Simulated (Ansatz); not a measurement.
Starting cell, BaTiO3 (space group Amm2):

```yaml
crystal:
  lattice:
    - [3.92309, 0.00000, 0.00000]
    - [0.00000, 2.79408, 2.79916]
    - [0.00000, -2.79408, 2.79916]
  atoms:
    - { symbol: Ba, position: [0.00000, 0.00175, 0.00175] }
    - { symbol: Ti, position: [0.50000, 0.51200, 0.51200] }
    - { symbol: O, position: [0.50000, 0.98530, 0.49101] }
    - { symbol: O, position: [0.50000, 0.49101, 0.98530] }
    - { symbol: O, position: [0.00000, 0.48983, 0.48983] }
```

A phonon eigenvector at Γ is frozen into this cell: atom i moves by Q times the vector below, so Q is the largest atomic displacement, in Å. The cell is held.

| atom | x | y | z |
|---|---|---|---|
| Ba1 | 0.000 | -0.399 | 0.000 |
| Ti2 | 0.000 | 0.184 | 0.000 |
| O3 | 0.000 | 0.938 | 0.038 |
| O4 | 0.000 | 0.938 | -0.038 |
| O5 | 0.000 | 1.000 | 0.000 |

Level of theory: LDA (plane waves to 420 eV, PAW, scalar-relativistic; Ansatz, a quantum-chemistry and plane-wave program). k mesh 9×8×8 (Γ-centred), Fermi-Dirac smearing 0.05 eV. The energy includes the smearing's −TS. Compression counts positive. BaTiO3 is run without spin polarisation. BaTiO3 was relaxed with its symmetry unable to fall. This is one of several known forms of BaTiO3; the measured ambient cells at hand have space group No. 99. The zero of ΔE is the undisplaced structure.

Question: Give the computed ΔE (meV/cell) and P (GPa) at Q (Å) = -0.150, -0.090, -0.060, 0.060, 0.120, 0.180.

Answer: 
```
Q (Å)   ΔE (meV/cell)  P (GPa)
------  -------------  -------
-0.150           89.9     1.91
-0.090           30.4     0.68
-0.060           13.2     0.30
0.060            13.2     0.30
0.120            55.6     1.22
0.180           134.8     2.77
```

(For displaced atoms, the force is minus the slope of the energy, and its curvature is a force constant, which sets phonon frequencies.)
